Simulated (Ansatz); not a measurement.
The cell is GaB₃As₄, ordered on the zincblende lattice (I-42m) with 8 atoms a cell; cell and atoms were relaxed with r2SCAN. It is tetragonal, I-42m (No. 121); a = 5.018 Å, c = 9.975 Å in the conventional setting, 15.70 Å³ an atom. B has 4 As at 2.13 Å; As has 3 B at 2.08–2.13 Å and 1 Ga at 2.35 Å; B has 4 As at 2.08 Å; Ga has 4 As at 2.35 Å.

The questions ask for values computed with Ansatz 0.2.0 on this geometry. All values are calculated for a non-magnetic cell, which may be hypothetical.

Given (8×8×8 mesh): With PBE the valence top lies at Γ and the conduction bottom at Γ–M (0.40 of the way from Γ), 0.85 eV higher; the smallest vertical gap, at Γ, is 1.00 eV.

Task: How does the gap change from PBE to PBE+SOC (8×8×8)?

Result: With PBE+SOC the valence top lies at Γ and the conduction bottom at Γ–M (0.39 of the way from Γ), 0.77 eV higher; the smallest vertical gap, at Γ, is 0.91 eV. The gap differs by -0.08 eV from PBE's.

Task: Estimate the gap with HSE06 on 4×4×4.

Result: The HSE06 gap is indirect, 1.47 eV (Γ to Γ–M (0.39 of the way from Γ)), below the direct gap of 1.64 eV at Γ. The gap differs by +0.62 eV from PBE's.

Task: Order these levels by the gap that they give, smallest first.
A. PBE0
B. PBE
C. HSE06
D. r2SCAN

Result: B (0.85 eV), D (1.06 eV), C (1.47 eV), A (2.13 eV).

Task: How do the levels compare, in gap and in cost?

Result: r2SCAN covers 34 % of the step from PBE to HSE06, while HSE06 needs about 9 times r2SCAN's cost (on a coarser mesh). For gaps to 0.1 eV, spin-orbit coupling (up to 0.09 eV here) is at the margin. Among these functionals the gap stays indirect.

Only the levels marked +SOC include spin-orbit coupling.

Where an edge lies off the special points, it is a point of the mesh or the k point where a search put PBE's edge or least direct gap, reused for the other functionals, whose own edges may lie a little apart.

The meshes of the hybrids are coarse, so their gaps aren't converged to the digits shown.
